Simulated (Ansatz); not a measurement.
BeS in space group P6_422 (No. 181; Be on 3c, S on 3d) at seven volumes, LDA in the plane-wave PAW code Ansatz, shape and atoms relaxed at each. One row is withheld.

```json
[
 {"V (Å³/atom)": "11.642", "P (GPa)": "12.41"},
 {"V (Å³/atom)": "12.025", "P (GPa)": "7.66"},
 {"V (Å³/atom)": "12.409", "P (GPa)": "3.55"},
 {"V (Å³/atom)": "12.793", "P (GPa)": "0.00"},
 {"V (Å³/atom)": "13.177", "P (GPa)": "?"},
 {"V (Å³/atom)": "13.561", "P (GPa)": "-5.74"},
 {"V (Å³/atom)": "13.944", "P (GPa)": "-8.05"}
]
```

**Question.** Fit the shown pressures and predict the withheld one.

**Answer.** Third-order Birch–Murnaghan: P = (3/2)B₀(x^(7/2) − x^(5/2))[1 + (3/4)(B′ − 4)(x − 1)] with x = (V₀/V)^(2/3). Least squares on the six rows gives V₀ = 12.793 Å³/atom, B₀ = 110.0 GPa, B′ = 3.80. At V = 13.177, x = 0.9805 and P = -3.08 GPa. The run itself gave -3.08 GPa.

The start of the workflow was typed in or built on a structure type; neither database checked (COD, Materials Project) lists it. COD files the formula under space group No. 216. Whether it is the stable phase at ambient conditions was not checked. Symmetry was held in the LDA relaxation; whether a distortion lowers the energy is not shown.

Potentials: the earlier of the program's two PAW sets. The files were generated under PBE; for other functionals the program regenerates the frozen cores, and for LDA and PBEsol the local potential too.
